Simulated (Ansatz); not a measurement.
All-electron LAPW in Ansatz 0.2.0 under PBEsol, scalar-relativistic, energies extrapolated to zero smearing. Slabs are 1×1 cells cut from bulk crystals relaxed on PAW files, with atoms then relaxed, 16 to 20 Å of vacuum, a dipole correction, k spacings of 0.16 to 0.26 Å⁻¹ and smearing of 0.02 to 0.1 eV, without spin–orbit coupling; Cr, Mn, Fe, Co, Ni, Eu and Gd start ferromagnetic, the others run without spin. The bulk type named needn't be the stable one, and no reconstruction is allowed.

```tsv
slab	area (Å²)	γ (J/m²)	Φ (eV)	Δd12 (%)
bcc Fe (110), 1 layer	5.50	2.81	4.73	–
bcc Fe (111), 3 layers	13.46	?	4.74	-48.1
bcc Fe (211), 3 layers	9.52	3.04	4.35	-4.3
bcc Fe (110), 5 layers	5.50	2.96	4.98	?
```

(1) Fill in "Δd12 (%)" for the row "bcc Fe (110), 5 layers".

(2) Give the missing entry: row "bcc Fe (111), 3 layers", column "γ (J/m²)".

Answers

(1) -0.7.

(2) 2.99.
